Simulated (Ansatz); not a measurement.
Ti (hcp (Mg type), P6_3/mmc) is relaxed with the program Ansatz at the PBEsol level (PAW). What lattice parameters of the conventional cell result?

a = 2.902 Å, c = 4.586 Å.

The cell was relaxed with PBEsol under the symmetry of its start. No spin polarisation was allowed. Axis ratios of metals converge slowly with the k-mesh, so a and c are less sure than the volume.

Potentials: the later of the program's two PAW sets.
